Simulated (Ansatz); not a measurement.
**TiAl: zone-centre modes under pressure**

TiAl, P4/mmm, a = 2.797 Å, c = 4.042 Å. The structure is a COD entry; whether it is the stable form wasn't checked. Ansatz: PBEsol, PAW, 420 eV, Γ-centred 14×14×10 mesh on 2 atoms, Fermi-Dirac smearing 0.15 eV; no spin polarisation. Cell and atoms are relaxed at each pressure with the symmetry kept; optical modes at Γ by linear response, in cm⁻¹, matched by rank (the highest 2 distinct ones).

```tsv
P (GPa)	V (Å³/atom)	ω1	ω2
0	15.809	268.6	312.3
7	14.991	?	?
18	14.022	316.3	386.0
35	12.937	349.2	437.5
```

Task: Get each mode's Grüneisen parameter γ = −d ln ω/d ln V from the other rows and predict the missing frequencies.

Result: ln(V/V0) = 0.0000, -0.0531, -0.1200, -0.2005; a line through ln(ω/ω0) of the 3 known rows gives ω1: γ = 1.313 (intercept 0.0017), predicted 288.5, computed 289.6; ω2: γ = 1.688 (intercept 0.0027), predicted 342.5, computed 344.7. The worst miss is 0.6 %, or 7 % of the shift under pressure, so a constant γ serves at that level. In a metal these frequencies hang on the mesh and smearing.

The mesh isn't the same in all rows (14×14×10, 16×16×10).

Cost: 4 runs of about 3.8 core-minutes in all, on AMD EPYC 7R43 (Zen 3) (shared hosts).